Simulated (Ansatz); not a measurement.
What strain does to Ga2O3 (R-3c)

Ga2O3 (R-3c) from a database structure, relaxed with r2SCAN in the plane-wave code Ansatz. The symmetry is R-3c (No. 167, trigonal); a = 4.985 Å, c = 13.442 Å in the conventional setting, 9.64 Å³ an atom. Ga is surrounded by 6 O at 1.93–2.07 Å; O is surrounded by 4 Ga at 1.93–2.07 Å.

The axes x, y and z are those of this cell:
```xyz
10
Lattice="2.4923 1.4389 4.4806 -2.4923 1.4389 4.4806 0.0000 -2.8778 4.4806" Properties=species:S:1:pos:R:3 pbc="T T T"
Ga    0.0000    0.0000   11.4986
Ga    0.0000    0.0000    8.6643
Ga    0.0000    0.0000    1.9433
Ga    0.0000    0.0000    4.7776
O     0.7567    1.5671    5.6008
O     0.9788   -1.4389    5.6008
O    -1.7355   -0.1282    5.6008
O    -0.7567   -1.5671    7.8411
O     1.7355    0.1282    7.8411
O    -0.9788    1.4389    7.8411
```

Unstrained: PBE gives an indirect gap of 2.854 eV, from Γ–S₀ (0.45 of the way from Γ) to Γ; the least direct gap is 3.106 eV at Γ. The r2SCAN gap is indirect, 3.551 eV (Γ–S₀ (0.45 of the way from Γ) to Γ), below the direct gap of 3.806 eV at Γ. The HSE06 gap is indirect, 4.622 eV (Γ–S₀ (0.45 of the way from Γ) to Γ), below the direct gap of 4.870 eV at Γ. Meshes: PBE 6×6×6, r2SCAN 6×6×6, HSE06 4×4×4. Strains are changes of length per length. After each strain the atoms were relaxed again with r2SCAN in this cell and within any symmetry left, so distortions that break it or need a larger cell weren't tested; points keep the names that they have in the unstrained zone. (Simulation; spin polarisation is off.)

Changes of the least gap in eV (an overlap counts as a negative gap):
```tsv
strain	volume change (%)	space group	PBE	r2SCAN	HSE06	energy rise, r2SCAN (meV/atom)
uniaxial -3.0 % along z	-3.0	R-3c	+0.248	+0.256	+0.277	10.5
uniaxial -2.0 % along z	-2.0	R-3c	+0.175	+0.181	+0.195	4.6
uniaxial -1.0 % along z	-1.0	R-3c	+0.092	+0.095	+0.102	1.1
uniaxial +1.0 % along z	+1.0	R-3c	-0.099	-0.103	-0.110	1.1
uniaxial +2.0 % along z	+2.0	R-3c	-0.204	-0.212	-0.227	4.5
uniaxial +3.0 % along z	+3.0	R-3c	-0.315	-0.328	-0.350	9.9
```

Uniaxial -3.0 % along z, other directions held. HSE06: the gap goes from 4.622 to 4.898 eV (+0.277 eV). Stress change with r2SCAN, compression positive: xx +4.60, yy +4.60, zz +11.84 GPa.

Uniaxial -2.0 % along z, other directions held. HSE06: the gap goes from 4.622 to 4.816 eV (+0.195 eV). Stress change with r2SCAN, compression positive: xx +2.95, yy +2.95, zz +7.78 GPa.

Uniaxial -1.0 % along z, other directions held. HSE06: the gap goes from 4.622 to 4.724 eV (+0.102 eV). Stress change with r2SCAN, compression positive: xx +1.42, yy +1.42, zz +3.84 GPa.

Uniaxial +1.0 % along z, other directions held. HSE06: the gap goes from 4.622 to 4.512 eV (-0.110 eV). Stress change with r2SCAN, compression positive: xx -1.33, yy -1.33, zz -3.70 GPa.

Uniaxial +2.0 % along z, other directions held. HSE06: the gap goes from 4.622 to 4.395 eV (-0.227 eV). Stress change with r2SCAN, compression positive: xx -2.55, yy -2.55, zz -7.30 GPa.

Uniaxial +3.0 % along z, other directions held. HSE06: the gap goes from 4.622 to 4.272 eV (-0.350 eV). Stress change with r2SCAN, compression positive: xx -3.67, yy -3.67, zz -10.79 GPa.

The runs are scalar-relativistic, without spin-orbit coupling.

Where an edge lies off the special points, it is a point of the mesh or the k point where a search put PBE's edge or least direct gap, reused for the other functionals, whose own edges may lie a little apart.

The meshes of the hybrids are coarse, so their gaps aren't converged to the digits shown.
